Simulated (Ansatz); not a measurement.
SrMg (Fm-3m), stationary points along a deformation path

Computed with DFT LDA, scalar-relativistic, plane waves, PAW in Ansatz 0.2.0. Settings: plane waves to 420 eV, k-mesh 14×14×14 (Γ-centred), Gaussian smearing 0.15 eV. No spin polarisation. Energies are free energies at this smearing, counted from the undisturbed cell; pressure is positive in compression.

The starting cell (as given, not relaxed at this level; it stands at -1.2 GPa, and it needn't be the usual structure):

```
Sr Mg
1.0
     0.00000    3.49951    3.49951
     3.49951    0.00000    3.49951
     3.49951    3.49951    0.00000
Sr Mg
1 1
Direct
  0.50000 0.50000 0.50000
  0.00000 0.00000 0.00000
```

At fixed volume and fractional coordinates, lengths along (0.577, 0.577, 0.577) are scaled against those across it; ρ is that ratio over its starting value. V = 42.857 Å³/atom. Δσ is the stress along the axis less the mean stress across it (compression positive).

```csv
ρ,ΔE (meV/atom),Δσ (GPa),space group
0.500,-194.4,0.00,Pm-3m
0.600,-143.9,-2.63,R-3m
0.710,-63.6,-2.29,R-3m
1.000,0.0,0.00,Fm-3m
1.410,-48.3,1.17,R-3m
2.000,-26.0,-2.99,R-3m
```

Q: How does the stress give the slope of the energy, and where is the energy stationary?

A: Along the path d ln(length) is 2/3 d ln ρ on the axis and −1/3 d ln ρ across it, so dE/d ln ρ = −(2/3) V Δσ: the energy falls with ρ where Δσ is positive. Δσ vanishes or changes sign at ρ = 0.500 (Pm-3m, an end of the scan), at -194.4 meV/atom; at ρ = 1.000 (Fm-3m), a maximum at 0.0 meV/atom; between ρ = 1.410 and 2.000, a minimum (near 1.56 by linear interpolation). Pairs of stationary points between two samples would go unseen, and could change a minimum read from distant neighbours into a maximum. At ρ = 0.500, 1.000 the cell is cubic, where symmetry alone makes the stress isotropic and the slope zero.

Q: Is the start the lowest point of the path?

A: No: ρ = 0.500 lies 194.4 meV/atom lower, with no sampled rise above the start on the way. Volume and inner coordinates are held, so a relaxed structure there would lie lower still.

In a metal these slopes depend on the k mesh and the smearing.